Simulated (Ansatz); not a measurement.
Q: Name crystals whose computed values (PBE in the plane-wave PAW code Ansatz) fall in these windows: gap (eV) 3.6 to 4.5; electron conductivity mass (mₑ) 1.3 to 1.6.

A: 

```json
[
 {"crystal": "La2O3, La2O3 or Ni2Al3 type", "gap (eV)": "3.83", "electron conductivity mass (mₑ)": "1.5"},
 {"crystal": "HfO2, P2_1/c (Hf on 4e, O on 4e, O on 4e)", "gap (eV)": "4.04", "electron conductivity mass (mₑ)": "1.5"}
]
```
Others may fit too.

All cells were relaxed under the symmetry of their starts (and spin orders); stability against distortions was not tested throughout. Rows with no word on spin ran without spin polarisation. Spin–orbit coupling is left out wherever it is not named.

Potentials: the earlier of the program's two PAW sets.
